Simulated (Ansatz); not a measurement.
The elements of this relaxed trial crystal are hidden behind letters.

```
lattice vectors (Å)
   4.9170    0.0000    0.0000
  -0.4517    4.9626    0.0000
  -0.7287   -0.5093    6.4416
fractional positions
X 0.6468 0.7419 0.3342
Z 0.4089 0.0098 0.9899
Z 0.8949 0.4613 0.0725
Z 0.9098 0.8815 0.6664
Z 0.2293 0.9428 0.3933
Q 0.9102 0.9627 0.0437
```

Method: DFT PBE, scalar-relativistic, plane waves, PAW (Ansatz 0.2.0). The final run on the 6-atom cell used 420 eV, a Γ-centred 8×8×6 mesh, 0.10 eV smearing and no spin polarisation.

| Property | Result |
| --- | --- |
| Space group | P1 (No. 1) |
| Conventional cell | a = 4.917 Å, b = 4.983 Å, c = 6.503 Å, α = 93.9°, β = 96.4°, γ = 95.2° |
| Volume per atom | 26.20 Å³ |
| Density | 5.31 g/cm³ |
| Formation energy | +0.49 eV/atom |
| Gap on the 8×8×6 mesh of the 6-atom cell | 0 eV (the bands overlap slightly) |

Energies are uncorrected and count from the elements' standard states at the same level.

Task: X is a p-block element of period 3, Z is a p-block element of period 4 and Q is a d-block element of period 6. Which elements are they?

Result: X = Si, Z = Ge, Q = W, so the formula is SiGe4W. Density times volume gives a mean mass of 5.31 × 26.20/1.6605 = 83.8 u per atom, and this set has 83.7 u. Around Si lie 2 Ge at 2.41–2.42 Å, 1 Ge at 2.61 Å, 1 W at 2.65 Å and 2 Ge at 2.87–2.92 Å; Ge on its first site is surrounded by 2 W at 2.49–2.51 Å, 1 Si at 2.87 Å and 2 Ge at 2.89–3.04 Å; W has 6 Ge at 2.46–2.63 Å and 1 Si at 2.65 Å; 3 more sites not described. Other sets within the hints have nearly the same mass, so mass alone doesn't settle it; this one was computed.

Spin–orbit coupling, which can matter for W, is left out. The zero gap may come from the functional, which often closes small gaps, or the cell may be a true semimetal. This cell was reached by moving the atoms of another relaxed cell at random and relaxing again, last within the group found; it had no such test of its own. Another cell of SiGe4W relaxed alike, in P4/mmm, lies 110 meV/atom lower, so this cell isn't the stable form at this level.
